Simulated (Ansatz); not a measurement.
Values for one crystal, relaxed and computed with the program Ansatz at the PBEsol level (PAW); other levels are named.

```yaml
volume_per_atom: 19.14 Å³
band_gap: 0.99 eV (indirect)
Pressure derivative B′: 3.2
conduction_band_minimum: on the S–Y line, 71 % of the way from S (k = 0.146, -0.500, 0.000 in fractions of the reciprocal vectors) (2 equivalent valleys)
hole_effective_mass: 0.16, 0.64, 1.1 mₑ (principal values)
valence_band_maximum: at Γ
Formation energy from the elements (no fitted shifts): -1.49 eV/atom
```

**Question.** Which of these materials gives this?
(A) HfS2, Pca2_1 (Hf on 4a, S on 4a, S on 4a)
(B) GaN, P4_2/mnm (Ga on 4g, N on 4f)
(C) HfSiO4, I4_1/amd (Hf on 4a, Si on 4b, O on 16h)
(D) HfO2, fluorite

**Answer.** A, HfS2, Pca2_1 (Hf on 4a, S on 4a, S on 4a)

The start of the workflow was typed in or built on a structure type; neither database checked (COD, Materials Project) lists it. Its standing as an ambient phase is unchecked. The cell was relaxed with PBEsol under the symmetry of its start; whether a distortion lowers the energy is not shown. No spin polarisation was allowed. The references are the lowest solids computed at this level, not always the standard phases. Spin–orbit coupling is left out wherever it is not named.

Potentials: the earlier of the program's two PAW sets. The files were generated under PBE; for other functionals the program regenerates the frozen cores, and for LDA and PBEsol the local potential too.
